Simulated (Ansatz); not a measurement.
## Data sheet: IrC (DFT)

IrC:
```cif
data_CIr
_chemical_formula_sum 'Ir1 C1'
_space_group_name_H-M_alt 'P 1'
_space_group_IT_number 1
_cell_length_a 3.07744
_cell_length_b 3.07744
_cell_length_c 3.07744
_cell_angle_alpha 60.000
_cell_angle_beta 60.000
_cell_angle_gamma 60.000
loop_
_space_group_symop_operation_xyz
  'x, y, z'
loop_
_atom_site_label
_atom_site_type_symbol
_atom_site_fract_x
_atom_site_fract_y
_atom_site_fract_z
_atom_site_occupancy
Ir1 Ir 0.00000 0.00000 0.00000 1
C1 C 0.50000 0.50000 0.50000 1
```

Space group Fm-3m (No. 225), rock salt; conventional cell a = b = c = 4.3522 Å, α = β = γ = 90.00°.

Method: plane-wave PAW PBEsol (Ansatz code). The cell and atoms are relaxed at this level. Other levels are named where they apply.

### Cell and energy

```
Quantity                                                      Value
-----------------------------------------------------  ------------
Volume per atom                                            10.30 Å³
Density                                                 16.46 g/cm³
Formation energy from the elements (no fitted shifts)  1.40 eV/atom
```

### Electronic structure

```
Property                                                                   Result
------------------------------------  -------------------------------------------
Electronic character                                            metallic (no gap)
Density of states at the Fermi level  2.1 states/eV per atom (mean over ±0.08 eV)
Gap with spin–orbit coupling                                      none (metallic)
```

### Mechanics

```
Item                                                                    Value
-------------------------------------  --------------------------------------
Bulk modulus (Birch–Murnaghan fit)                                    344 GPa
Pressure derivative B′                                                    4.6
Elastic constants (relaxed ions, GPa)        C11 = 497, C12 = 271, C44 = -102
Mechanical stability                   unstable (C has a negative eigenvalue)
```

### Phonons

```
Quantity                                          Value
---------------------  --------------------------------
Zone-centre stability  unstable, softest mode 425i cm⁻¹
```

The start of the workflow was typed in or built on a structure type; neither database checked (COD, Materials Project) lists it. Whether it is the stable phase at ambient conditions was not checked. The cell was relaxed with PBEsol under the symmetry of its start. The run is not spin-polarised. Its formation energy is positive at this level, so the cell may be metastable or incomplete. As this level gives no gap, shear constants depend on the k-mesh and smearing (Fermi–Dirac, 0.1 eV here). As this level gives no gap, phonon frequencies hold no LO–TO term and depend on the k-mesh and smearing (Fermi–Dirac, 0.1 eV here). The references are the lowest solids computed at this level, not always the standard phases. Scalar-relativistic: spin–orbit coupling is off unless named, which matters more the heavier the elements.

Potentials: the earlier of the program's two PAW sets. The files were generated under PBE; for other functionals the program regenerates the frozen cores, and for LDA and PBEsol the local potential too.
